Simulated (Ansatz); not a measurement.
## How TlSn stores the work of compression

Computed with DFT r2SCAN, scalar-relativistic, plane waves, PAW in Ansatz. Run with 500 eV cutoff, 12×12×10 k-mesh, Gaussian smearing of 0.10 eV, no spin polarisation.

The relaxed crystal:

```
CELL_PARAMETERS angstrom
3.25952 0.00000 0.00000
0.00000 3.25952 0.00000
0.00000 0.00000 5.44983
ATOMIC_POSITIONS crystal
Tl 0.00000 0.00000 0.00000
Sn 0.50000 0.50000 0.50000
```

Cell and atoms were relaxed at each target pressure within the start's symmetry (P4/mmm), at zero temperature; other phases can be more stable under pressure. H = E + PV with P the target; E is the free energy at the smearing used, whose derivative the pressure is, per atom and counted from zero pressure. The mesh named is that at zero pressure; some other pressures ran on another.

Spin–orbit coupling is left out, which can shift energies with elements as heavy as these.

```csv
P (GPa),V (Å³/atom),E − E0 (meV),H − H0 (meV)
0,28.951,0.0,0.0
1,28.289,2.0,178.6
4,26.671,26.4,692.2
12,23.992,149.3,1946.3
25,21.528,424.9,3784.0
50,18.875,1020.3,6910.8
90,16.631,1973.2,11315.1
```

Task: Thermodynamics gives dH/dP = V along a relaxed path. Integrate V over P by the trapezoid rule and compare with the computed enthalpies.

Result: With 1 eV/Å³ = 160.22 GPa, each step adds the mean volume times ΔP / 160.22:
```csv
P (GPa),∫V dP (meV),H − H0 (meV),difference (meV)
1,178.6,178.6,0.0
4,693.2,692.2,0.9
12,1958.1,1946.3,11.8
25,3804.8,3784.0,20.8
50,6957.0,6910.8,46.2
90,11389.2,11315.1,74.1
```

V(P) curves upward, so the trapezoid rule runs high; integrating a smooth curve through the same points puts that excess at about 67.1 meV at 90 GPa, against the 74.1 meV found. What is left comes from the shape of V(P) between points this far apart, and from the mesh, the smearing and the stress tolerance.

Task: At 90 GPa, how much of the enthalpy change is stored energy and how much is the PV term?

Result: E rises by 1973 meV/atom and PV is 90 × 16.631 / 160.22 = 9342 meV/atom, so PV makes 83 % of ΔH. So between rival structures at high pressure a small difference in volume can outweigh the difference in energy: 1 % of this volume is worth 93.4 meV/atom at this pressure.

Task: What bulk modulus do the lowest pressures give, and how is the compression shared among the axes?

Result: From the pressures that the runs reached, -1.03 GPa (29.796 Å³) and 1.00 GPa (28.289 Å³), B = −ΔP/Δln V = 2.03 / 0.0519 = 39 GPa, a mean over that range. The linear compressibilities −Δln(length)/ΔP are 6.89 along a, 6.89 along b, 11.73 along c (in TPa⁻¹). With fixed angles they add up to 1/B: 25.52 against 25.52. Softest: c, at 46 % of the volume change per axis.